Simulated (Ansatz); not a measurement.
# Ga8FePt2: reading a single point

```yaml
crystal:
  lattice:
    - [4.09363, 0.00000, 0.00000]
    - [0.00000, 4.09363, 0.00000]
    - [0.00000, 0.00000, 10.72001]
  atoms:
    - { symbol: Fe, position: [0.00000, 0.00000, 0.00000] }
    - { symbol: Ga, position: [0.00000, 0.50000, 0.10850] }
    - { symbol: Ga, position: [0.50000, 0.00000, 0.10850] }
    - { symbol: Ga, position: [0.00000, 0.50000, 0.89150] }
    - { symbol: Ga, position: [0.50000, 0.00000, 0.89150] }
    - { symbol: Ga, position: [0.50000, 0.50000, 0.28300] }
    - { symbol: Ga, position: [0.50000, 0.50000, 0.71700] }
    - { symbol: Pt, position: [0.00000, 0.00000, 0.31500] }
    - { symbol: Pt, position: [0.00000, 0.00000, 0.68500] }
    - { symbol: Ga, position: [0.00000, 0.50000, 0.50000] }
    - { symbol: Ga, position: [0.50000, 0.00000, 0.50000] }
```

Single point in Ansatz 0.2.0 with r2SCAN, no spin polarisation. Cutoff 500 eV, PAW datasets, 8×8×3 Γ-centred k mesh, fermi-dirac filling (width 0.1 eV).

Problem. Where is the largest force?

Solution. The largest is on Ga3 (and as large on other atoms): 2.10 eV/Å, components (0.00, 0.00, 2.10). It makes 180° with the line to a nearest neighbour, Ga5 at 2.33 Å, pointing away from it.

Problem. Metal or insulator?

Solution. It is a metal, with about 4.5 states/eV a cell as the mean within 0.25 eV of the Fermi level, mostly Ga p (33 %), Fe d (25 %) and Ga s (18 %).

Problem. What is the formation energy?

Solution. 0.09 eV an atom against the elements' usual phases (free molecules for gases, crystals otherwise, with no correction for O₂ or N₂), so at this geometry it isn't bound against them. Relaxing would lower it.

Problem. Is the cell too large or too small?

Solution. The pressure is -2.2 GPa (compression positive), so with the atoms held at these fractions the cell would first shrink; the forces are large, so a full relaxation may end otherwise. The principal stresses -3.6, -3.6, 0.4 GPa differ, so its shape would change too.

Origin: a known structure type with other elements, at an estimated volume, so it need not be a known compound. Caveats: no spin polarisation, so a magnetic state may lie lower; atoms or cell far from equilibrium.
